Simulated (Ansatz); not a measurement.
Ansatz (a first-principles code) input:

Ansatz 0.2 input:
```yaml
crystal:
  lattice:
    - [5.163413194, 0.0, 0.0]
    - [-2.581706597, 4.4716469962, 0.0]
    - [0.0, 0.0, 13.8937060513]
  atoms:
    - { symbol: Li, position: [0.6666666667, 0.3333333333, 0.5580930429] }
    - { symbol: Li, position: [0.3333333333, 0.6666666667, 0.387685069] }
    - { symbol: Li, position: [0.3333333333, 0.6666666667, 0.8823897207] }
    - { symbol: Li, position: [0.0, 0.0, 0.7225059783] }
    - { symbol: Nb, position: [0.3333333333, 0.6666666667, 0.1630300428] }
    - { symbol: Nb, position: [0.6666666667, 0.3333333333, 0.3391638399] }
    - { symbol: Nb, position: [0.0, 0.0, 0.5040021263] }
    - { symbol: Nb, position: [0.3333333333, 0.6666666667, 0.6690300328] }
    - { symbol: Nb, position: [0.6666666667, 0.3333333333, 0.8363431017] }
    - { symbol: Nb, position: [0.0, 0.0, 0.9940887346] }
    - { symbol: O, position: [0.0565479772, 0.7399105864, 0.1046596986] }
    - { symbol: O, position: [0.6833626092, 0.9434520228, 0.1046596986] }
    - { symbol: O, position: [0.0081918517, 0.3704817017, 0.2729471219] }
    - { symbol: O, position: [0.2600894136, 0.3166373908, 0.1046596986] }
    - { symbol: O, position: [0.3622898501, 0.9918081483, 0.2729471219] }
    - { symbol: O, position: [0.6295182983, 0.6377101499, 0.2729471219] }
    - { symbol: O, position: [0.7047187085, 0.0471913478, 0.4369095455] }
    - { symbol: O, position: [0.3424726393, 0.2952812915, 0.4369095455] }
    - { symbol: O, position: [0.6760296478, 0.7138025298, 0.6023212333] }
    - { symbol: O, position: [0.9528086522, 0.6575273607, 0.4369095455] }
    - { symbol: O, position: [0.037772882, 0.3239703522, 0.6023212333] }
    - { symbol: O, position: [0.2861974702, 0.962227118, 0.6023212333] }
    - { symbol: O, position: [0.3743798831, 0.3817925263, 0.7674394077] }
    - { symbol: O, position: [0.0074126432, 0.6256201169, 0.7674394077] }
    - { symbol: O, position: [0.3338975014, 0.034605908, 0.9299986256] }
    - { symbol: O, position: [0.6182074737, 0.9925873568, 0.7674394077] }
    - { symbol: O, position: [0.7007084066, 0.6661024986, 0.9299986256] }
    - { symbol: O, position: [0.965394092, 0.2992915934, 0.9299986256] }
    - { symbol: Zn, position: [0.0, 0.0, 0.2172241132] }
kpoints:
  mp_grid: { grid: [6, 6, 2] }
hamiltonian:
  xc: r2scan
  pseudopotentials: { kind: paw }
scf:
  occupations: { method: fixed }
dielectric: {}
```

Output (shortened):

```
Pseudopotential: Li, paw, valence charge 3
Pseudopotential: Nb, paw, valence charge 13
Pseudopotential: O, paw, valence charge 6
Pseudopotential: Zn, paw, valence charge 12
Functional definition: r2SCAN
Crystal: 29 atoms, lattice volume = 320.791 Å³
Basis set: ecut = 500 eV, 8127 PW (Γ), exchange–correlation on 160×160×432 points (64 copies of the dense FFT grid, shifted against one another)
Bands: 134, of which v1, the nominal top of the filled ones, is band 105 counted from 1 (104 counted from 0)
Symmetry: 3 space group operations
k-points: 40 of 72 (irreducible under 1 space group operation, time reversal used)
SCF iter   1: F=—  HF=-41794.712189 eV  |F-HF|=—  |Δ(HF+E_count)|=         —  Δρ=1.82e-2  dr2=1.45e0  dr2_τ=1.75e0  ethr=1.77e-3  ⟨swp⟩=5.0  Hψ=18003  notcnv=0  defer=1060
preconditioner: auto → Resta (q_TF=auto, 2.542 Å⁻¹)
SCF iter   2: F=—  HF=-41794.744658 eV  |F-HF|=—  |Δ(HF+E_count)|=   3.25e-2  Δρ=7.49e-3  dr2=7.55e-2  dr2_τ=7.43e-2  ethr=6.92e-4  ⟨swp⟩=2.0  Hψ=8691  notcnv=0  defer=990
SCF iter   3: F=—  HF=-41794.737992 eV  |F-HF|=—  |Δ(HF+E_count)|=   6.67e-3  Δρ=3.33e-3  dr2=2.31e-2  dr2_τ=1.88e-3  ethr=3.60e-5  ⟨swp⟩=2.4  Hψ=7310  notcnv=0  defer=1080
SCF iter   4: F=—  HF=-41794.736222 eV  |F-HF|=—  |Δ(HF+E_count)|=   1.77e-3  Δρ=1.32e-3  dr2=4.48e-3  dr2_τ=2.96e-4  ethr=1.10e-5  ⟨swp⟩=2.6  Hψ=6911  notcnv=0  defer=1080
SCF iter   5: F=—  HF=-41794.735587 eV  |F-HF|=—  |Δ(HF+E_count)|=   6.35e-4  Δρ=4.42e-4  dr2=4.47e-4  dr2_τ=4.92e-5  ethr=2.13e-6  ⟨swp⟩=2.0  Hψ=6920  notcnv=0  defer=1080
SCF iter   6: F=—  HF=-41794.735592 eV  |F-HF|=—  |Δ(HF+E_count)|=   5.61e-6  Δρ=1.02e-4  dr2=4.86e-5  dr2_τ=2.37e-6  ethr=2.13e-7  ⟨swp⟩=2.0  Hψ=6840  notcnv=0  defer=1059
SCF iter   7: F=—  HF=-41794.735608 eV  |F-HF|=—  |Δ(HF+E_count)|=   1.59e-5  Δρ=6.15e-5  dr2=1.35e-5  dr2_τ=1.76e-6  ethr=2.31e-8  ⟨swp⟩=2.0  Hψ=6848  notcnv=0  defer=919
SCF iter   8: F=—  HF=-41794.736088 eV  |F-HF|=—  |Δ(HF+E_count)|=   4.79e-4  Δρ=1.83e-5  dr2=1.59e-6  dr2_τ=1.34e-7  ethr=6.42e-9  ⟨swp⟩=2.0  Hψ=7804  notcnv=0  defer=912
SCF iter  14: F=-41794.736088 eV  HF=-41794.736088 eV  |F-HF|=4.37e-11  |Δ(HF+E_count)|=    0.00e0  Δρ=1.75e-7  dr2=9.51e-11  dr2_τ=1.57e-11  ethr=1.00e-12  ⟨swp⟩=10.3  Hψ=22428  notcnv=0
SCF 1 converged in 14 iterations: F = -41794.736088 eV  dr2 = 9.51e-11
DFPT response loops at Γ: preconditioner auto → Resta (q_TF=auto, 2.542 Å⁻¹)  ε∞=4.1 (no band partly filled) …
SCF converged after 14 iterations
Free energy (F): -41794.736088 eV
Harris-Foulkes:  -41794.736088 eV  (|F-HF|=4.37e-11)
Internal energy: -41794.736088 eV  (E = F + TS)
E sigma→0 (E₀):  -41794.736088 eV
Fermi energy:    7.160592 eV
--- Per-component energies (eV) ---
  E_band       = -1567.125977
  E_kinetic    = 5755.073877
  E_local      = -14792.367407  (includes V_loc(G=0)·N_el)
  E_nonlocal   = 2026.283630
  E_hartree    = 5226.553678
  E_xc         = -2511.038433
  E_vxc        = -3443.368652  (∫ρ·V_xc dr)
  E_paw        = -23353.654205  (= ΣΔE_a)
  E_vpaw       = -1784.163599  (= ΣTr[D̂ρ^β])
  E_aug_tail   = 0.018024  (compensation charges beyond the density's cutoff)
  E_vtau       = 218.290742  (kinetic-family band-sum trace: ∫τ·v_τ [+ j·A + Jᵃ·Aᵃ] dr)
  E_ewald      = -14143.693113
  E_core_change = -1.912139  (= ΣΔE_core)
  E_smearing   =  0.000000  (= −TS)
  E_closure    = 0.000000  (closes the sum)
  Σ components = -41794.736088   (vs F -41794.736088, Δ=0.00e0)
  [band-id]    e_kinetic+e_local+e_nonlocal+2·e_hartree+e_vxc+e_vpaw+e_augmentation_tail+e_vtau = -1567.126029   (vs E_band -1567.125977, Δ=-5.16e-5)
--- Band table (eV; the first three rows and the last of 40) ---
  k-point 0: bands = ["-49.2521", "-49.0774", "-48.9387", "-48.8709", "-48.7336", "-48.7042", "-36.9634", "-36.8486", "-36.7489", "-36.4704", "-24.7343", "-24.7343", "-24.6595", "-24.5509", "-24.5509", "-24.4836", "-24.4200", "-24.4200", "-24.3527", …
  k-point 1: bands = ["-49.2521", "-49.0775", "-48.9387", "-48.8709", "-48.7336", "-48.7042", "-36.9634", "-36.8486", "-36.7489", "-36.4704", "-24.7343", "-24.7343", "-24.6595", "-24.5510", "-24.5510", "-24.4837", "-24.4195", "-24.4195", "-24.3538", …
  k-point 2: bands = ["-49.2521", "-49.0774", "-48.9386", "-48.8709", "-48.7334", "-48.7044", "-36.9635", "-36.8486", "-36.7490", "-36.4704", "-24.7357", "-24.7353", "-24.6637", "-24.5515", "-24.5459", "-24.4922", "-24.4204", "-24.4106", "-24.3719", …
  k-point 39: bands = ["-49.2520", "-49.0774", "-48.9385", "-48.8709", "-48.7331", "-48.7048", "-36.9635", "-36.8487", "-36.7490", "-36.4705", "-24.7399", "-24.7379", "-24.6747", "-24.5532", "-24.5352", "-24.5071", "-24.4228", "-24.4064", "-24.3805", …
--- Dielectric response (ions clamped): 2 representative field directions + reference, on 40 of 72 k-points (Σ response iterations 25) ---
  ε∞ (high-frequency dielectric tensor):
        5.195636     0.000000     0.000000
        0.000000     5.195636     0.000000
        0.000000     0.000000     4.941792
  Born effective charges Z* (e; rows j = field, columns β = displacement):
    site 0:
         1.17634   -0.20413    0.00000
         0.20413    1.17634    0.00000
         0.00000    0.00000    0.98358
    site 1:
         1.21205    0.19440    0.00000
        -0.19440    1.21205    0.00000
         0.00000    0.00000    0.95788
    site 2:
         1.18649   -0.23108    0.00000
         0.23108    1.18649    0.00000
         0.00000    0.00000    0.99162
    site 3:
         1.17853    0.20371    0.00000
        -0.20371    1.17853    0.00000
         0.00000    0.00000    0.98889
    site 4:
         6.93121    1.27238    0.00000
        -1.27238    6.93121    0.00000
         0.00000    0.00000    5.29741
    site 5:
         7.43122   -1.07698    0.00000
         1.07698    7.43122    0.00000
         0.00000    0.00000    6.93332
    site 6:
         7.57184    1.69826    0.00000
        -1.69826    7.57184    0.00000
         0.00000    0.00000    7.04057
    site 7:
         7.57736   -1.66336    0.00000
         1.66336    7.57736    0.00000
         0.00000    0.00000    6.99009
    site 8:
         7.75160    1.76696    0.00000
        -1.76696    7.75160    0.00000
         0.00000    0.00000    6.96646
    site 9:
         6.94662   -1.47065    0.00000
         1.47065    6.94662    0.00000
         0.00000    0.00000    7.33395
    site 10:
        -3.81379    1.23216   -1.39548
         1.25787   -1.73619    0.71567
        -1.18091    0.65594   -2.60533
    site 11:
        -3.33380   -1.53499    1.31753
        -1.50928   -2.21617    0.85069
         1.15851    0.69473   -2.60533
    site 12:
        -3.54056   -0.40838    1.51059
        -0.43541   -2.03807    0.40542
         1.59099    0.40511   -2.49326
    site 13:
        -1.17737    0.26426    0.07795
         0.28998   -4.37261   -1.56636
         0.02239   -1.35067   -2.60533
    site 14:
        -2.04832   -0.42614   -0.40419
        -0.45317   -3.53031   -1.51091
        -0.44466   -1.58040   -2.49326
    site 15:
        -2.77906    0.87506   -1.10640
         0.84803   -2.79957    1.10550
        -1.14633    1.17528   -2.49326
    site 16:
        -3.76509    0.95029   -1.76065
         1.06980   -2.09360    0.90718
        -1.65584    0.80774   -2.65978
    site 17:
        -3.38620   -1.28855    1.66596
        -1.16904   -2.47250    1.07118
         1.52744    1.03014   -2.65978
    site 18:
        -3.74943   -0.94296    1.74975
        -1.01527   -2.08103    0.86725
         1.66554    0.79276   -2.66169
    site 19:
        -1.63675    0.15900    0.09469
         0.27851   -4.22195   -1.97835
         0.12840   -1.83787   -2.65978
    site 20:
        -1.65019   -0.19673   -0.12382
        -0.26904   -4.18027   -1.94895
        -0.14622   -1.83878   -2.66169
    site 21:
        -3.34606    1.24815   -1.62593
         1.17584   -2.48439    1.08170
        -1.51932    1.04602   -2.66169
    site 22:
        -3.75226    0.94538   -1.78642
         1.02631   -2.10294    0.87933
        -1.62550    0.79262   -2.67762
    site 23:
        -3.36903   -1.24756    1.65473
        -1.16664   -2.48616    1.10742
         1.49918    1.01142   -2.67762
    site 24:
        -3.75185   -0.90263    1.81534
        -1.00784   -1.95561    0.88783
         1.71227    0.85828   -2.52876
    site 25:
        -1.66150    0.18079    0.13169
         0.26172   -4.19370   -1.98675
         0.12632   -1.80403   -2.67762
    site 26:
        -1.57741   -0.24757   -0.13878
        -0.35278   -4.13005   -2.01604
        -0.11284   -1.91201   -2.52876
    site 27:
        -3.23193    1.30802   -1.67655
         1.20281   -2.47553    1.12821
        -1.59943    1.05373   -2.52876
    site 28:
         2.60737   -0.45710    0.00000
         0.45710    2.60737    0.00000
         0.00000    0.00000    2.39555
  Z* charge neutrality: 4.591e-5 e pre-enforcement
  k-mesh period / interband length: 27.8 Å / 1.21 Å = 23.00 at k = (0.1667, 0.1667, -0.5000), direct gap 3.727 eV — 14 or more, which is no proof of convergence
```

Cost: around 70 core-minutes (rough) on shared cores.

Space group P3. The start of the workflow was typed in or built on a structure type; neither database checked (COD, Materials Project) lists it. Its standing as an ambient phase is unchecked. The cell was relaxed with r²SCAN under the symmetry of its start; its stability against distortions is not shown here. No spin polarisation was allowed. Spin–orbit coupling is left out wherever it is not named.

Potentials: the later of the program's two PAW sets.

Ansatz is a plane-wave DFT program.
